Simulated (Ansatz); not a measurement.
The elements of this relaxed trial crystal are hidden behind letters.

```
lattice vectors (Å)
   6.8209    0.0000    0.0000
  -3.4104    5.9070    0.0000
   0.0000    0.0000    5.8739
fractional positions
X 0.6667 0.3333 0.2500
X 0.3333 0.6667 0.7500
Z 0.3515 0.1757 0.7500
Z 0.8243 0.1757 0.7500
Z 0.8243 0.6485 0.7500
Z 0.6485 0.8243 0.2500
Z 0.1757 0.8243 0.2500
Z 0.1757 0.3515 0.2500
```

Method: DFT PBE, scalar-relativistic, plane waves, PAW in Ansatz. Settings of the last relaxation (8-atom cell): 420 eV, 6×6×6 k points, Gaussian smearing of 0.10 eV, no spin polarisation.

| Quantity | Value |
| --- | --- |
| Space group | P6_3/mmc (No. 194) |
| Conventional cell | a = 6.821 Å, c = 5.874 Å |
| Volume per atom | 29.58 Å³ |
| Density | 7.04 g/cm³ |
| Formation energy | +0.20 eV/atom |
| Gap on the 6×6×6 mesh of the 8-atom cell | 0 eV (a metal) |

Energies are uncorrected and count from the elements' standard states at the same level.

Q: X is a p-block element of period 5 and Z is a p-block element of period 5. Which elements are they?

A: X = Sn, Z = Te, so the formula is SnTe3, here in the Ni3Sn (D0_19) type. Density times volume gives a mean mass of 7.04 × 29.58/1.6605 = 125.4 u per atom, and this set has 125.4 u. Around Sn lie 12 Te at 3.41–3.48 Å; Te is surrounded by 2 Te at 3.22 Å, 4 Sn at 3.41–3.48 Å and 6 Te at 3.60 Å. Other sets within the hints have nearly the same mass, so mass alone doesn't settle it; this one was computed.

These runs have no spin–orbit coupling, which can matter for Te. A structure relaxed within its symmetry needn't be a true minimum. Another cell of SnTe3 relaxed alike, in Im-3m, lies 293 meV/atom lower, so this cell isn't the stable form at this level.
